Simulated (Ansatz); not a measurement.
Mg₂Sn (cubic Laves, MgCu2 type)

```
Mg2Sn
1.0
    0.00000     4.06863     4.06863
    4.06863     0.00000     4.06863
    4.06863     4.06863     0.00000
Sn Mg
2 4
Direct
  0.00000   0.00000   0.00000
  0.25000   0.25000   0.25000
  0.62500   0.62500   0.62500
  0.12500   0.62500   0.62500
  0.62500   0.62500   0.12500
  0.62500   0.12500   0.62500
```

The slice is a {100} plane (indices of the conventional cell) through the point (0.125, 0.625, 0.625) (fractional), spanned by u = [100] and v = [0 1 -1] in vectors of this cell: u (5.75 Å) and v (5.75 Å, at 90° to u). It covers one period; positions are fractions (u, v).

The numbers are results of LDA (plane waves to 420 eV, PAW, scalar-relativistic; Ansatz, a first-principles code), not measurements. k mesh 10×10×10. Near the nuclei the fields are pseudised (PAW); where an atom keeps semicore shells as valence, they peak there. Mg2Sn was relaxed with its symmetry unable to fall. The relaxed cell of Mg2Sn is 74 % larger than its starting cell; the method has no dispersion term. This is one of several known forms of Mg2Sn; the measured ambient cells at hand have space group No. 225.

Three fields on this plane, each scaled to ten steps between its own extremes (0 low, 9 high; the total valence density on a logarithmic scale, the potential cut 8 eV below its top; x marks points blanked near nuclei; v = 0 in the bottom row):

Map A
```
|xxxxxx27972xxxxxxxxxxx27972xxxxx|
|xxxxxx38983xxxxxxxxxxx38983xxxxx|
|xxxxx0489840xxxxxxxxx0489840xxxx|
|xxxx026898620xxxxxxx026898620xxx|
|xxx01578887510xxxxx01578887510xx|
|00024678887642000002467888764200|
|22346677777664322234667777766432|
|34456677777665443445667777766544|
|34456677777665443445667777766544|
|33456677777665433345667777766543|
|33456676667665433345667666766543|
|33456666666665433345666666666543|
|33455555555555433345555555555543|
|33455555555555433345555555555543|
|33455555555555433345555555555543|
|33455555555555433345555555555543|
|33455555555555433345555555555543|
|33455555555555433345555555555543|
|33455555555555433345555555555543|
|33456666666665433345666666666543|
|33456676667665433345667666766543|
|33456677777665433345667777766543|
|34456677777665443445667777766544|
|34456677777665443445667777766544|
|22346677777664322234667777766432|
|00024678887642000002467888764200|
|xxx01578887510xxxxx01578887510xx|
|xxxx026898620xxxxxxx026898620xxx|
|xxxxx0489840xxxxxxxxx0489840xxxx|
|xxxxxx38983xxxxxxxxxxx38983xxxxx|
|xxxxxx27972xxxxxxxxxxx27972xxxxx|
|xxxxxx17971xxxxxxxxxxx17971xxxxx|
```

Map B
```
|xxxxxx22222xxxxxxxxxxx22222xxxxx|
|xxxxxx22222xxxxxxxxxxx22222xxxxx|
|xxxxx2222222xxxxxxxxx2222222xxxx|
|xxxx211111112xxxxxxx211111112xxx|
|xxx11111111111xxxxx11111111111xx|
|10011111111111001001111111111100|
|00000111111100000000011111110000|
|00001111111110000000111111111000|
|00001122222110000000112222211000|
|00011233333211000001123333321100|
|00112344444321100011234444432110|
|00123455655432100012345565543210|
|11234567776543211123456777654321|
|11235678887653211123567888765321|
|12245789998754221224578999875422|
|12245789998754221224578999875422|
|12245789998754221224578999875422|
|11235678887653211123567888765321|
|11234567776543211123456777654321|
|00123455655432100012345565543210|
|00112344444321100011234444432110|
|00011233333211000001123333321100|
|00001122222110000000112222211000|
|00001111111110000000111111111000|
|00000111111100000000011111110000|
|10011111111111001001111111111100|
|xxx11111111111xxxxx11111111111xx|
|xxxx211111112xxxxxxx211111112xxx|
|xxxxx2222222xxxxxxxxx2222222xxxx|
|xxxxxx22222xxxxxxxxxxx22222xxxxx|
|xxxxxx22222xxxxxxxxxxx22222xxxxx|
|xxxxxx22222xxxxxxxxxxx22222xxxxx|
```

Map C
```
|xxxxxx24542xxxxxxxxxxx24542xxxxx|
|xxxxxx35653xxxxxxxxxxx35653xxxxx|
|xxxxx1467641xxxxxxxxx1467641xxxx|
|xxxx036777630xxxxxxx036777630xxx|
|xxx13578887531xxxxx13578887531xx|
|22346789998764322234678999876432|
|55677899999877655567789999987765|
|77888999999988877788899999998887|
|99999988888999999999998888899999|
|99998887778889999999888777888999|
|99988765556788999998876555678899|
|99987543334578999998754333457899|
|99875310001357899987531000135789|
|99864100000146899986410000014689|
|98753000000035789875300000003578|
|98753000000035789875300000003578|
|98753000000035789875300000003578|
|99864100000146899986410000014689|
|99875310001357899987531000135789|
|99987543334578999998754333457899|
|99988765556788999998876555678899|
|99998887778889999999888777888999|
|99999988888999999999998888899999|
|77888999999988877788899999998887|
|55677899999877655567789999987765|
|22346789998764322234678999876432|
|xxx13578887531xxxxx13578887531xx|
|xxxx036777630xxxxxxx036777630xxx|
|xxxxx1467641xxxxxxxxx1467641xxxx|
|xxxxxx35653xxxxxxxxxxx35653xxxxx|
|xxxxxx24542xxxxxxxxxxx24542xxxxx|
|xxxxxx14541xxxxxxxxxxx14541xxxxx|
```

Task: Assign the maps to these fields: electron localisation function (ELF); valence electron density; electrostatic potential energy of an electron, from the cell's mean.

Result: A is the electron localisation function (ELF); B is the valence electron density; C is the electrostatic potential energy of an electron, from the cell's mean.
